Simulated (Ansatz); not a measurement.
Convergence test, Ge₂Sb₂Te₅

Computed with Ansatz 0.2.0, DFT PBE, scalar-relativistic, plane waves, PAW.

```xyz
9
Lattice="6.8391 -3.0660 0.0000 6.8391 3.0660 0.0000 -6.8310 0.0000 6.8476" Properties=species:S:1:pos:R:3 pbc="T T T"
Ge    6.7274    0.0000    0.0756
Ge    2.6055    0.0000    1.2862
Sb   -1.3207    0.0000    2.8579
Sb    8.3181    0.0000    4.0255
Te    1.3918    0.0000    4.0888
Te   -2.7069    0.0000    5.5452
Te    0.0699    0.0000    0.0441
Te    9.5385    0.0000    1.3429
Te    5.4948    0.0000    2.6461
```

| Item | Value |
| --- | --- |
| plane-wave cutoff | 420 eV |
| Γ-centred k-mesh | 4×4×3 |
| spin treatment | unpolarised |

The atoms are held and the smearing width on a coarse mesh is swept. Energies are extrapolated to zero smearing and count from the reference run, 8×8×6 Γ-centred mesh, Gaussian smearing 0.01 eV. The cell isn't necessarily relaxed at this level. Spin–orbit coupling is left out. Pressure is positive in compression.

```csv
"rule, width (eV)",ΔE (meV/atom),"ΔF, free energy (meV/atom)",P (GPa),largest change of a force component (eV/Å),gap on mesh (eV)
Gaussian 0.01,-0.94,-0.94,-0.14,0.074,0.057
Gaussian 0.05,-0.92,-1.02,-0.14,0.078,0.060
Gaussian 0.1,?,?,?,?,?
Gaussian 0.2,-0.61,-2.45,-0.14,0.083,0.000
Gaussian 0.4,1.23,-9.45,-0.11,0.086,0.000
```

Fill in the withheld rows.

The withheld rows:

```tsv
rule, width (eV)	ΔE (meV/atom)	ΔF, free energy (meV/atom)	P (GPa)	largest change of a force component (eV/Å)	gap on mesh (eV)
Gaussian 0.1	-0.94	-1.26	-0.14	0.081	0.062
```

Cost: 5 runs of about 5.9 core-minutes in all, on Intel Xeon Processor @ 2.50GHz (Skylake/Cascade Lake) (shared hosts).